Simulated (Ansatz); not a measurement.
# PbO

Level of theory: DFT, r²SCAN, scalar-relativistic, no spin polarisation; plane waves to 500 eV with PAW datasets (Ansatz 0.2.0), 6×6×4 k-mesh, Gaussian smearing of 0.05 eV; PAW files: Ansatz's generated set soft_2.

```yaml
crystal:
  lattice:
    - [3.98756, 0.00000, 0.00000]
    - [0.00000, 3.98756, 0.00000]
    - [0.00000, 0.00000, 5.34560]
  atoms:
    - { symbol: Pb, position: [0.50000, 0.00000, 0.22225] }
    - { symbol: Pb, position: [0.00000, 0.50000, 0.77775] }
    - { symbol: O, position: [0.00000, 0.00000, 0.00000] }
    - { symbol: O, position: [0.50000, 0.50000, 0.00000] }
```

The Crystallography Open Database holds a cell of this formula and space group, from which this one stands far in volume, proportions or bonds. The database's entry of this formula in the relaxed cell's space group, P4/nmm, has axes of 3.967 × 3.967 × 4.992 Å and 19.64 Å³/atom (1985), the relaxed one 3.988 × 3.988 × 5.346 Å and 21.25.

At this volume the pressure is -0.04 GPa.

Path: Γ–X–M–Γ–Z–R–A–Z | X–R | M–A, with Γ = (0.000, 0.000, 0.000), X = (0.000, 0.500, 0.000), M = (0.500, 0.500, 0.000), Z = (0.000, 0.000, 0.500), R = (0.000, 0.500, 0.500), A = (0.500, 0.500, 0.500) in reciprocal vectors of the calculation's cell.

Bands as a text map, energy in eV from the Fermi level (dashes), each leg drawn with the same width:
```
  5.57 |****** **         *  *         *  * *   *  * * *  ***              
  5.14 | ***  *  **     *  ** *       *  *   *   *****                 ****
  4.71 |  ** *     ***** *  *  *        *           *   *          **** *  
  4.29 |**  *           **********   * *      *                          * 
  3.86 |  *                *      *****        * ***    **                *
  3.43 |   *                                    *  *****                   
  3.00 |    **            *          *         ****** * *                 *
  2.57 |   * *****       * *          * ***  **     *     ******         * 
  2.14 |  *       *                    *  ***        * *        ***     *  
  1.71 |**         *    *   ***       * **            * *              *   
  1.29 |            *  *       *******                   *           **    
  0.86 |             **                                            **      
  0.43 |                                                                   
  0.00 |-------------------------------------------------------------------
 -0.43 |                                                                   
 -0.86 |****               ****                                            
 -1.29 |    *             *    ***                                         
 -1.71 |     *           *        **                                       
 -2.14 |      *     *******         *********** **********    *************
 -2.57 |***    *********   ************        *    **********     ***     
 -3.00 | ******   **   **   *        ****     * *****   *             *****
 -3.43 |   ***   *      ****            **   *       * *                   
 -3.86 |     ****        **              ****         *   *********        
 -4.29 |      ***     *** *               *         ***   ******   *       
 -4.71 |    ***  ***** **  *           ******    ***   *        *** *******
 -5.14 |*****            *****************   ****  *    **                 
 -5.57 |                           ***              **** *                 
 -6.00 |                          *   *                 *                  
        Γ      X      M      Γ      Z      R      A      ZX       RM      A
```

By these bands, is it a metal or an insulator, and if it has a gap, where are the band edges on this path?

An insulator with a gap of 1.85 eV on the path, the valence band topping between Γ and X and the conduction band bottoming at M; the smallest direct gap is 2.52 eV.

Within 0.6 eV of the edges the projected states are 63 % O 2p at the top of the valence band and 78 % Pb 6p at the bottom of the conduction band. The valence edge mixes anion p with metal states, so the bond is partly covalent and the gap isn't a plain transfer from O to Pb.

Run time: 14 s on 4 threads of Arm Neoverse V2 (shared host), peak memory 0.62 GiB.

Semilocal functionals underestimate band gaps, commonly by a third or more. No spin–orbit coupling, a notable omission for heavy elements. The structure is layered, and this functional has no dispersion term, so the layers' spacing is poorly fixed, often too long, and so is what hangs on it.
